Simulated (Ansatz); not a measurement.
Sn (simple hexagonal, P6/mmm) at seven volumes, DFT-PBE in the program Ansatz with PAW potentials, shape and atoms relaxed at each. One row is withheld.

```tsv
V (Å³/atom)	P (GPa)
25.803	?
26.654	3.44
27.504	1.58
28.355	0.00
29.206	-1.33
30.056	-2.43
30.907	-3.34
```

**Question.** Fit the shown pressures and predict the withheld one.

**Answer.** Third-order Birch–Murnaghan: P = (3/2)B₀(x^(7/2) − x^(5/2))[1 + (3/4)(B′ − 4)(x − 1)] with x = (V₀/V)^(2/3). Least squares on the six rows gives V₀ = 28.353 Å³/atom, B₀ = 47.92 GPa, B′ = 4.90. At V = 25.803, x = 1.0648 and P = 5.69 GPa. The run itself gave 5.65 GPa.

The start of the workflow was typed in or built on a structure type; neither database checked (COD, Materials Project) lists it. It is not the phase usual at ambient conditions (space group No. 141). The PBE relaxation kept the symmetry of its start; its stability against distortions is not shown here. Spin–orbit coupling is left out wherever it is not named.

Potentials: the later of the program's two PAW sets.
